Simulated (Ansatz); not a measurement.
Relaxation of a generated cell, Cu built in the AFLOW prototype A_oC4_63_c (A20); 2 atoms in the cell, which starts as Cmcm (No. 63), oS4; a = 2.3604 Å, b = 4.8703 Å, c = 4.0924 Å, α = 90.00°, β = 90.00°, γ = 90.00°. Calculation: r2SCAN (plane waves to 500 eV, PAW, scalar-relativistic; Ansatz, a program for electronic structure). Γ-centred k-mesh 15×15×8 on the run's cell (coarser than for final values), Fermi–Dirac smearing 0.05 eV. This is the first round of the run. 

The optimiser's lines from the output (shortened; P is positive under compression):

```
relax step   1: F+E_penalty+E_count = -13262.08637003 eV  Δ(F+E_penalty+E_count) = +0.000e0 eV  max|allowed force component| = 1.157e0 eV/Å  Δτ_max = 0.0000 Å  P = +3.337 GPa  Ω = 23.523 Å³  (9 SCF iters, dr2 threshold 1.00e-7 eV, accepted)
relax step   2: F+E_penalty+E_count = -13262.27954063 eV  Δ(F+E_penalty+E_count) = -1.932e-1 eV  max|allowed force component| = 8.351e-1 eV/Å  Δτ_max = 0.0649 Å  P = +3.077 GPa  Ω = 23.028 Å³  (7 SCF iters, dr2 threshold 2.00e-7 eV, accepted)
relax step   3: F+E_penalty+E_count = -13262.46214893 eV  Δ(F+E_penalty+E_count) = -1.826e-1 eV  max|allowed force component| = 3.084e-1 eV/Å  Δτ_max = 0.1315 Å  P = +2.569 GPa  Ω = 22.653 Å³  (8 SCF iters, dr2 threshold 2.00e-7 eV, accepted)
relax step   4: F+E_penalty+E_count = -13262.48721509 eV  Δ(F+E_penalty+E_count) = -2.507e-2 eV  max|allowed force component| = 4.273e-3 eV/Å  Δτ_max = 0.1307 Å  P = -3.411 GPa  Ω = 23.456 Å³  (8 SCF iters, dr2 threshold 2.00e-7 eV, accepted)
relax step   5: F+E_penalty+E_count = -13262.49419330 eV  Δ(F+E_penalty+E_count) = -6.978e-3 eV  max|allowed force component| = 2.730e-4 eV/Å  Δτ_max = 0.0123 Å  P = +0.595 GPa  Ω = 22.855 Å³  (8 SCF iters, dr2 threshold 2.00e-7 eV, accepted)
relax step   6: F+E_penalty+E_count = -13262.49434476 eV  Δ(F+E_penalty+E_count) = -1.515e-4 eV  max|allowed force component| = 6.829e-4 eV/Å  Δτ_max = 0.0014 Å  P = +0.015 GPa  Ω = 22.937 Å³  (7 SCF iters, dr2 threshold 2.00e-7 eV, accepted)
relax step   7: F+E_penalty+E_count = -13262.49434626 eV  Δ(F+E_penalty+E_count) = -1.502e-6 eV  max|allowed force component| = 3.536e-4 eV/Å  Δτ_max = 0.0006 Å  P = -0.001 GPa  Ω = 22.939 Å³  (5 SCF iters, dr2 threshold 9.45e-9 eV, accepted)
relax step   8: F+E_penalty+E_count = -13262.49491864 eV  Δ(F+E_penalty+E_count) = -5.724e-4 eV  max|allowed force component| = 1.776e-4 eV/Å  Δτ_max = 0.0000 Å  P = +0.005 GPa  Ω = 22.939 Å³  stress off target by 5.06e-2 GPa  SCF on the basis re-selected at this cell (its energy is not comparable with the rows above)  (7 SCF iters)
relax step   9: F+E_penalty+E_count = -13262.49492138 eV  Δ(F+E_penalty+E_count) = -2.737e-6 eV  max|allowed force component| = 1.381e-4 eV/Å  Δτ_max = 0.0006 Å  P = +0.000 GPa  Ω = 22.940 Å³  (5 SCF iters, dr2 threshold 6.40e-9 eV, accepted)
relax step  10: F+E_penalty+E_count = -13262.49492171 eV  Δ(F+E_penalty+E_count) = -3.327e-7 eV  max|allowed force component| = 9.009e-5 eV/Å  Δτ_max = 0.0000 Å  P = +0.000 GPa  Ω = 22.940 Å³  stress off target by 1.80e-3 GPa  SCF on the basis re-selected at this cell (its energy is not comparable with the rows above)  (5 SCF iters)
```

From the first to the last row the energy changes by -0.20 eV/atom and the volume by -2.5 %. The last row is marked as not comparable with the walk above it, whose basis was carried along; it does compare with step 1, since both stand on a basis selected at the nominal cutoff for their own cell.

Later rounds, restarted from the end of this one on a renewed k-mesh, logged 4 more steps and released under 0.01 eV/atom more. The final structure after all rounds: P6₃/mmc (No. 194), hP2, hcp (Mg type); a = b = 2.5223 Å, c = 4.1637 Å, α = β = 90.00°, γ = 120.00°. Between re-selections the logged energies stand on a plane-wave basis carried along with the cell. No spin polarisation in the result.

The run could not lose the symmetry of its start, so the end can be a saddle point.

The relaxed structure here is a generated cell of Cu: the first start was made by placing the elements on the sites of a structure type, and the end was not matched to a known phase here, so it may be hypothetical. Known forms of Cu include space group No. 225.
